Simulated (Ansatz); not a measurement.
**Ag: stationary points along a deformation path**

Method: DFT r2SCAN, scalar-relativistic, plane waves, PAW (Ansatz 0.2.0). Settings: plane waves to 500 eV, k-mesh 24×24×14 (Γ-centred), Gaussian smearing 0.15 eV. No spin polarisation. Energies are free energies at this smearing, counted from the undisturbed cell; pressure is positive in compression.

The starting cell (relaxed at this level; with this scan's settings it stands at -0.1 GPa; this form isn't the usual structure):

```
CELL_PARAMETERS angstrom
2.90370 0.00000 0.00000
-1.45185 2.51467 0.00000
0.00000 0.00000 4.74785
ATOMIC_POSITIONS crystal
Ag 0.33333 0.66667 0.25000
Ag 0.66667 0.33333 0.75000
```

At fixed volume and fractional coordinates, lengths along (0.000, 0.000, 1.000) are scaled against those across it; ρ is that ratio over its starting value. V = 17.334 Å³/atom. Δσ is the stress along the axis less the mean stress across it (compression positive).

| ρ | ΔE (meV/atom) | Δσ (GPa) | space group |
| --- | --- | --- | --- |
| 0.800 | 140.2 | 15.04 | P6_3/mmc |
| 0.850 | 80.2 | 12.08 | P6_3/mmc |
| 0.920 | 24.8 | 7.12 | P6_3/mmc |
| 0.960 | 7.2 | 4.20 | P6_3/mmc |
| 1.000 | 0.0 | 0.54 | P6_3/mmc |
| 1.050 | 6.8 | -4.47 | P6_3/mmc |
| 1.100 | 30.3 | -9.50 | P6_3/mmc |
| 1.200 | 120.3 | -19.58 | P6_3/mmc |

Question: How does the stress give the slope of the energy, and where is the energy stationary?

Answer: Along the path d ln(length) is 2/3 d ln ρ on the axis and −1/3 d ln ρ across it, so dE/d ln ρ = −(2/3) V Δσ: the energy falls with ρ where Δσ is positive. Δσ vanishes or changes sign between ρ = 1.000 and 1.050, a minimum (near 1.01 by linear interpolation). Pairs of stationary points between two samples would go unseen, and could change a minimum read from distant neighbours into a maximum.

Question: Integrate that slope from ρ = 1 to 1.200 by the trapezoid rule.

Answer: With V/N in Å³ and 1 eV/Å³ = 160.2 GPa the slopes at ρ = 1.000, 1.050, 1.100, 1.200 are -39, 323, 685, 1412 meV/atom per unit of ln ρ. The steps add 6.9 + 23.4 + 91.3 = 121.6 meV/atom, against 120.3 from the energies; the trapezoid rule misses the curvature of the slope within each step.

In a metal these slopes depend on the k mesh and the smearing.